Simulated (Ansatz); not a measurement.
# Field gradients of SiO₂ from run to run

Cell of run 1: a structure deposited in the COD, atoms as given.

```cif
data_SiO2
_symmetry_space_group_name_H-M 'P4_12_12'
_symmetry_Int_Tables_number 92
_cell_length_a 4.9501
_cell_length_b 4.9501
_cell_length_c 6.9259
_cell_angle_alpha 90.000
_cell_angle_beta 90.000
_cell_angle_gamma 90.000
loop_
_atom_site_label
_atom_site_type_symbol
_atom_site_symmetry_multiplicity
_atom_site_Wyckoff_symbol
_atom_site_fract_x
_atom_site_fract_y
_atom_site_fract_z
Si Si 4 a 0.3027 0.3027 0.0000
O O 8 b 0.2388 0.1086 0.1817
```

One atom of each set is listed.

Relaxed positions (PBE, cell held):

Si (0.3068, 0.3068, 0.0000)
O (0.2361, 0.1197, 0.1863)

All runs are DFT with Ansatz 0.2.0 (plane waves and PAW, scalar-relativistic unless spin–orbit coupling is named, Γ-centred meshes, Fermi–Dirac smearing where given) in this cell.

Run 1: PBE, atoms as given; 420 eV, 5×5×4 k-points, smearing 0.02 eV.
Run 2: PBE, atoms relaxed; 420 eV, 5×5×4 k-points, smearing 0.02 eV.
Run 3: r2SCAN, at the relaxed atoms; 500 eV, 5×5×4 k-points, smearing 0.02 eV.

| run | Si V_zz (η) | O V_zz (η) |
| --- | --- | --- |
| 1 | -0.72 (0.75) | 9.07 (0.16) |
| 2 | -0.46 (0.68) | 9.38 (0.20) |
| 3 | ? | ? |

V_zz in 10²¹ V/m².

Task: Estimate the row of run 3.

Result: Si: -0.46 (0.63); O: 9.26 (0.20). It lies nearest to run 2, from whose tensors on these sites it differs by 0.13 at most (largest principal value of the difference, on O). Taken one at a time, the positions of the atoms (as given or relaxed) move the tensors on these sites by up to 0.43 (largest principal value of the change, on O), the functional (r2SCAN with its higher cutoff) by 0.13 (O).

In runs 1, 3 the atoms aren't at the calculated equilibrium (largest force 0.53, 0.31 eV/Å). The cell isn't the equilibrium one in run 1 (calculated pressure 7 GPa), and the entry's cell may itself be off.
